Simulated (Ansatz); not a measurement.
Task: Cl (molecular I2 type, space group No. 64) is relaxed with PBE in the plane-wave PAW code Ansatz. What lattice parameters of the conventional cell result?

Result: a = 7.987 Å, b = 4.293 Å, c = 8.336 Å.

Task: Give the free coordinates with the occupied sites.

Result: In one choice of origin and axes:

```
atom  site  symmetry       x       y       z
----  ----  --------  ------  ------  ------
Cl      8f       m..  0.0000  0.1135  0.3935
```

Task: Is it a metal or does it have a gap at this level?

Result: A gap of 2.30 eV, direct.

Space group Cmce (molecular I2 type). The PBE relaxation kept the symmetry of its start. The substance is a gas or liquid at ambient conditions; this is its low-temperature solid. The volume lies over 15 % above that of the usual cell of this phase: another minimum, or an error of the functional. A crystal of weakly bound molecules computed without a dispersion correction: the cell and the soft elastic constants depend strongly on that.

Potentials: the later of the program's two PAW sets.
